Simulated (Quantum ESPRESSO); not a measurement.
Zn8S7Se, one run as intended and one with a planted mistake

A calculation, not a measurement. The program is pw.x of Quantum ESPRESSO 7.5 (plane-wave density functional theory). The cell is made up: 16 atoms on a doubled zincblende/diamond lattice, with randomly drawn elements, strain and displacements, not relaxed. PseudoDojo standard norm-conserving files (v0.5 for PBE, v0.4.1 for LDA and PBEsol) set the functional; there is no spin polarisation, spin-orbit coupling or dispersion term, and the masses in the input are unused placeholders.

Intended input:

```
&control calculation='scf', pseudo_dir='./dojo.nc.sr.pbe.v0_5.standard.upf', outdir='./o', disk_io='low', tprnfor=.true., tstress=.true. /
&system ibrav=0, nat=16, ntyp=3, nbnd=115, ecutwfc=85.99341389, nosym=.true., tot_charge=0,
 occupations='smearing', smearing='fd', degauss=0.0018374661
/
&electrons conv_thr=7.350e-09, electron_maxstep=60, /
ATOMIC_SPECIES
S 1.0 S.upf
Se 1.0 Se.upf
Zn 1.0 Zn.upf
CELL_PARAMETERS angstrom
5.5622 -0.034 -0.001
-0.034 5.4802 0.0763
-0.002 0.1527 10.8709
ATOMIC_POSITIONS angstrom
Zn 0.0232 -0.0722 0.0145
Zn -0.0197 2.8947 2.7544
Zn 2.7402 -0.0105 2.7293
Zn 2.8609 2.7791 0.0881
Zn -0.05 0.1473 5.4829
Zn 0.0094 2.826 8.1776
Zn 2.796 0.0523 8.0458
Zn 2.8159 2.7994 5.4951
S 1.354 1.4278 1.4501
S 1.3043 4.1105 4.1532
S 4.1824 1.4079 3.9542
S 4.1889 4.0239 1.4143
S 1.4164 1.4593 6.8209
Se 1.3149 4.3022 9.5611
S 4.1534 1.473 9.499
S 4.2083 4.1074 7.02
K_POINTS automatic
4 4 2 1 1 1
```

The log is shortened where brackets say so; the opening notice, blank lines, dates and the lines on written files are dropped, and the path of the files is cut. It prints rydbergs, bohrs and kilobars, and counts compression as positive stress. Where no state is partly filled, the Fermi energy that it prints is only some level between the filled and the empty states on the mesh, and need not lie in the true gap.

Log of the intended run:

```
     Program PWSCF v.7.5
     Parallel version (MPI & OpenMP), running on       4 processor cores
     Number of MPI processes:                 4
     Threads/MPI process:                     1
     [start-up lines left out]
     bravais-lattice index     =            0
     lattice parameter (alat)  =      10.5112  a.u.
     unit-cell volume          =    2235.6494 (a.u.)^3
     number of atoms/cell      =           16
     number of atomic types    =            3
     number of electrons       =       218.00
     number of Kohn-Sham states=          115
     kinetic-energy cutoff     =      85.9934  Ry
     charge density cutoff     =     343.9737  Ry
     scf convergence threshold =      7.3E-09
     mixing beta               =       0.7000
     number of iterations used =            8  plain     mixing
     Exchange-correlation= PBE
                           (   1   4   3   4   0   0   0)
     [axes and pseudopotential details left out]
   Cartesian axes
     site n.     atom                  positions (alat units)
         1        Zn     tau(   1) = (   0.0041709  -0.0129802   0.0026068  )
         2        Zn     tau(   2) = (  -0.0035417   0.5204138   0.4951905  )
         3        Zn     tau(   3) = (   0.4926376  -0.0018877   0.4906780  )
         4        Zn     tau(   4) = (   0.5143372   0.4996311   0.0158388  )
         5        Zn     tau(   5) = (  -0.0089891   0.0264818   0.9857246  )
         6        Zn     tau(   6) = (   0.0016899   0.5080628   1.4701821  )
         7        Zn     tau(   7) = (   0.5026694   0.0094026   1.4464869  )
         8        Zn     tau(   8) = (   0.5062471   0.5032807   0.9879180  )
         9        S      tau(   9) = (   0.2434243   0.2566922   0.2607013  )
        10        S      tau(  10) = (   0.2344892   0.7389923   0.7466690  )
        11        S      tau(  11) = (   0.7519186   0.2531145   0.7108925  )
        12        S      tau(  12) = (   0.7530872   0.7234232   0.2542651  )
        13        S      tau(  13) = (   0.2546427   0.2623553   1.2262724  )
        14        Se     tau(  14) = (   0.2363948   0.7734565   1.7189100  )
        15        S      tau(  15) = (   0.7467050   0.2648183   1.7077456  )
        16        S      tau(  16) = (   0.7565750   0.7384350   1.2620669  )
     number of k points=    16  Fermi-Dirac smearing, width (Ry)=  0.0018
                       cart. coord. in units 2pi/alat
        k(    1) = (   0.1257946   0.1258965   0.1261720), wk =   0.1250000
        k(    2) = (   0.1257704   0.1294590  -0.1297126), wk =   0.1250000
     [further k points left out]
     Dense  grid:   240811 G-vectors     FFT dimensions: (  64,  64, 125)
     Estimated max dynamical RAM per process >     765.14 MB
     Estimated total dynamical RAM >       2.82 GB
     Initial potential from superposition of free atoms
     starting charge     217.9986, renormalised to     218.0000
     Starting wfcs are  117 randomized atomic wfcs
     total cpu time spent up to now is       10.6 secs
     per-process dynamical memory:   509.9 Mb
     Self-consistent Calculation
     iteration #  1     ecut=    85.99 Ry     beta= 0.70
     Davidson diagonalization with overlap
     ethr =  1.00E-02,  avg # of iterations =  4.1
     Threshold (ethr) on eigenvalues was too large:
     Diagonalizing with lowered threshold
     Davidson diagonalization with overlap
     ethr =  4.08E-04,  avg # of iterations =  3.4
     total cpu time spent up to now is       64.7 secs
     total energy              =   -3741.74371568 Ry
     estimated scf accuracy    <       0.82646280 Ry
     iteration #  2     ecut=    85.99 Ry     beta= 0.70
     Davidson diagonalization with overlap
     ethr =  3.79E-04,  avg # of iterations =  6.4
     total cpu time spent up to now is       96.5 secs
     total energy              =   -3741.98120402 Ry
     estimated scf accuracy    <       0.45956592 Ry
     [iterations 3 to 9 left out]
     iteration # 10     ecut=    85.99 Ry     beta= 0.70
     Davidson diagonalization with overlap
     ethr =  1.86E-10,  avg # of iterations =  2.0
     total cpu time spent up to now is      305.0 secs
     total energy              =   -3742.08035822 Ry
     estimated scf accuracy    <       0.00000010 Ry
     iteration # 11     ecut=    85.99 Ry     beta= 0.70
     Davidson diagonalization with overlap
     ethr =  4.36E-11,  avg # of iterations =  3.0
     total cpu time spent up to now is      329.3 secs
     End of self-consistent calculation
     [lines on levels left out]
     the Fermi energy is     7.9347 ev
!    total energy              =   -3742.08035824 Ry
     estimated scf accuracy    <          3.0E-09 Ry
     smearing contrib. (-TS)   =       0.00000000 Ry
     internal energy E=F+TS    =   -3742.08035824 Ry
     The total energy is F=E-TS. E is the sum of the following terms:
     one-electron contribution =   -3074.38776800 Ry
     hartree contribution      =    1575.58293406 Ry
     xc contribution           =    -452.09343247 Ry
     ewald contribution        =   -1791.18209184 Ry
     convergence has been achieved in  11 iterations
     Forces acting on atoms (cartesian axes, Ry/au):
     atom    1 type  3   force =    -0.02278472    0.04833773    0.02038313
     atom    2 type  3   force =     0.01731253   -0.02966308    0.00095096
     atom    3 type  3   force =    -0.00142639    0.00113078   -0.00685718
     atom    4 type  3   force =    -0.01667699   -0.03233418   -0.01434351
     atom    5 type  3   force =     0.00231341   -0.00837736   -0.00942496
     atom    6 type  3   force =     0.01035443   -0.03188746    0.01744833
     atom    7 type  3   force =     0.01513680    0.02145736    0.01432795
     atom    8 type  3   force =     0.00444969   -0.00094842   -0.01083854
     atom    9 type  1   force =     0.00694339   -0.01090297   -0.01875780
     atom   10 type  1   force =     0.01892622    0.02193864    0.02134925
     atom   11 type  1   force =    -0.01129230   -0.00790898    0.04444712
     atom   12 type  1   force =    -0.01961068    0.04388164    0.00687846
     atom   13 type  1   force =    -0.00818417    0.00063175   -0.01158056
     atom   14 type  2   force =     0.03222477   -0.03285162    0.00043170
     atom   15 type  1   force =    -0.00304524   -0.00849632    0.01202873
     atom   16 type  1   force =    -0.02464075    0.02599248   -0.06644308
     Total force =     0.152438     Total SCF correction =     0.000259
     Computing stress (Cartesian axis) and pressure
          total   stress  (Ry/bohr**3)                   (kbar)     P=        3.37
  -0.00000143   0.00002168   0.00002335           -0.21        3.19        3.43
   0.00002168   0.00002472  -0.00008707            3.19        3.64      -12.81
   0.00002335  -0.00008707   0.00004542            3.43      -12.81        6.68
     init_run     :      9.90s CPU     10.32s WALL (       1 calls)
     electrons    :    314.46s CPU    318.78s WALL (       1 calls)
     forces       :      4.50s CPU      4.58s WALL (       1 calls)
     stress       :     14.14s CPU     14.39s WALL (       1 calls)
     [timing details left out]
     PWSCF        :   5m43.33s CPU   5m48.53s WALL
     JOB DONE.
```

A second run has one planted mistake: two atoms have their elements exchanged. The input lines that differ, file-writing options aside:

```
- Zn 2.7402 -0.0105 2.7293
+ S 2.7402 -0.0105 2.7293
- S 4.1889 4.0239 1.4143
+ Zn 4.1889 4.0239 1.4143
```

Its log:

```
     Program PWSCF v.7.5
     Parallel version (MPI & OpenMP), running on       4 processor cores
     Number of MPI processes:                 4
     Threads/MPI process:                     1
     [start-up lines left out]
     bravais-lattice index     =            0
     lattice parameter (alat)  =      10.5112  a.u.
     unit-cell volume          =    2235.6494 (a.u.)^3
     number of atoms/cell      =           16
     number of atomic types    =            3
     number of electrons       =       218.00
     number of Kohn-Sham states=          115
     kinetic-energy cutoff     =      85.9934  Ry
     charge density cutoff     =     343.9737  Ry
     scf convergence threshold =      7.3E-09
     mixing beta               =       0.7000
     number of iterations used =            8  plain     mixing
     Exchange-correlation= PBE
                           (   1   4   3   4   0   0   0)
     [axes and pseudopotential details left out]
   Cartesian axes
     site n.     atom                  positions (alat units)
         1        Zn     tau(   1) = (   0.0041709  -0.0129802   0.0026068  )
         2        Zn     tau(   2) = (  -0.0035417   0.5204138   0.4951905  )
         3        S      tau(   3) = (   0.4926376  -0.0018877   0.4906780  )
         4        Zn     tau(   4) = (   0.5143372   0.4996311   0.0158388  )
         5        Zn     tau(   5) = (  -0.0089891   0.0264818   0.9857246  )
         6        Zn     tau(   6) = (   0.0016899   0.5080628   1.4701821  )
         7        Zn     tau(   7) = (   0.5026694   0.0094026   1.4464869  )
         8        Zn     tau(   8) = (   0.5062471   0.5032807   0.9879180  )
         9        S      tau(   9) = (   0.2434243   0.2566922   0.2607013  )
        10        S      tau(  10) = (   0.2344892   0.7389923   0.7466690  )
        11        S      tau(  11) = (   0.7519186   0.2531145   0.7108925  )
        12        Zn     tau(  12) = (   0.7530872   0.7234232   0.2542651  )
        13        S      tau(  13) = (   0.2546427   0.2623553   1.2262724  )
        14        Se     tau(  14) = (   0.2363948   0.7734565   1.7189100  )
        15        S      tau(  15) = (   0.7467050   0.2648183   1.7077456  )
        16        S      tau(  16) = (   0.7565750   0.7384350   1.2620669  )
     number of k points=    16  Fermi-Dirac smearing, width (Ry)=  0.0018
                       cart. coord. in units 2pi/alat
        k(    1) = (   0.1257946   0.1258965   0.1261720), wk =   0.1250000
        k(    2) = (   0.1257704   0.1294590  -0.1297126), wk =   0.1250000
     [further k points left out]
     Dense  grid:   240811 G-vectors     FFT dimensions: (  64,  64, 125)
     Estimated max dynamical RAM per process >     765.14 MB
     Estimated total dynamical RAM >       2.82 GB
     Initial potential from superposition of free atoms
     starting charge     217.9986, renormalised to     218.0000
     Starting wfcs are  117 randomized atomic wfcs
     total cpu time spent up to now is       14.8 secs
     per-process dynamical memory:   511.1 Mb
     Self-consistent Calculation
     iteration #  1     ecut=    85.99 Ry     beta= 0.70
     Davidson diagonalization with overlap
     ethr =  1.00E-02,  avg # of iterations =  4.0
     Threshold (ethr) on eigenvalues was too large:
     Diagonalizing with lowered threshold
     Davidson diagonalization with overlap
     ethr =  3.66E-04,  avg # of iterations =  3.9
     total cpu time spent up to now is      102.2 secs
     total energy              =   -3741.21416891 Ry
     estimated scf accuracy    <       0.72665027 Ry
     iteration #  2     ecut=    85.99 Ry     beta= 0.70
     Davidson diagonalization with overlap
     ethr =  3.33E-04,  avg # of iterations =  4.4
     total cpu time spent up to now is      158.8 secs
     total energy              =   -3741.22232253 Ry
     estimated scf accuracy    <       1.33166662 Ry
     [iterations 3 to 12 left out]
     iteration # 13     ecut=    85.99 Ry     beta= 0.70
     Davidson diagonalization with overlap
     ethr =  1.01E-10,  avg # of iterations =  2.6
     total cpu time spent up to now is      804.0 secs
     total energy              =   -3741.53927782 Ry
     estimated scf accuracy    <       0.00000001 Ry
     iteration # 14     ecut=    85.99 Ry     beta= 0.70
     Davidson diagonalization with overlap
     ethr =  6.81E-12,  avg # of iterations =  3.2
     total cpu time spent up to now is      859.8 secs
     End of self-consistent calculation
     [lines on levels left out]
     the Fermi energy is     8.4549 ev
!    total energy              =   -3741.53927782 Ry
     estimated scf accuracy    <          4.5E-09 Ry
     smearing contrib. (-TS)   =      -0.00064910 Ry
     internal energy E=F+TS    =   -3741.53862872 Ry
     The total energy is F=E-TS. E is the sum of the following terms:
     one-electron contribution =   -3226.26145617 Ry
     hartree contribution      =    1651.15877054 Ry
     xc contribution           =    -451.77318421 Ry
     ewald contribution        =   -1714.66275887 Ry
     convergence has been achieved in  14 iterations
     Forces acting on atoms (cartesian axes, Ry/au):
     atom    1 type  3   force =    -0.00061604    0.06251356   -0.00021613
     atom    2 type  3   force =     0.04621027   -0.04413462    0.02124544
     atom    3 type  1   force =     0.02239649   -0.03772672    0.01583474
     atom    4 type  3   force =    -0.03299036   -0.04407235   -0.03680902
     atom    5 type  3   force =     0.00371115   -0.00928530   -0.00685882
     atom    6 type  3   force =     0.01139409   -0.03052555    0.01771807
     atom    7 type  3   force =     0.01568793    0.02109896    0.01482987
     atom    8 type  3   force =     0.00681880    0.00090188   -0.00961975
     atom    9 type  1   force =    -0.02629288    0.02405918   -0.03688972
     atom   10 type  1   force =    -0.00515438   -0.01053815    0.02862448
     atom   11 type  1   force =     0.01778251    0.02769577    0.04085639
     atom   12 type  3   force =    -0.04889496    0.05722689    0.03135876
     atom   13 type  1   force =    -0.00822016    0.00153430   -0.01229333
     atom   14 type  2   force =     0.02736658   -0.03187503   -0.00671865
     atom   15 type  1   force =    -0.00487394   -0.01250975    0.00752948
     atom   16 type  1   force =    -0.02432511    0.02563692   -0.06859181
     Total force =     0.196950     Total SCF correction =     0.000486
     Computing stress (Cartesian axis) and pressure
          total   stress  (Ry/bohr**3)                   (kbar)     P=       31.22
   0.00022459   0.00006522   0.00011507           33.04        9.59       16.93
   0.00006522   0.00021199  -0.00012508            9.59       31.18      -18.40
   0.00011507  -0.00012508   0.00020011           16.93      -18.40       29.44
     init_run     :     12.21s CPU     13.13s WALL (       1 calls)
     electrons    :    821.75s CPU    845.12s WALL (       1 calls)
     forces       :      9.30s CPU      9.61s WALL (       1 calls)
     stress       :     28.13s CPU     28.89s WALL (       1 calls)
     [timing details left out]
     PWSCF        :  14m33.24s CPU  14m59.01s WALL
     JOB DONE.
```

```
                                            intended run  run with the mistake
                          free energy (eV)    -50913.597            -50906.235
                    smearing term -TS (eV)        0.0000               -0.0088
                            pressure (GPa)          0.34                  3.12
            largest force component (eV/Å)         1.708                 1.764
largest change of a force component (eV/Å)                               0.999
                                iterations            11                    14
```

For scale, a rerun of the intended cell at a cutoff of 1467 eV and k mesh 6 x 6 x 4 moved values by no more than 0.004 eV in energy, 0.02 GPa in stress and 0.002 eV/Å in force.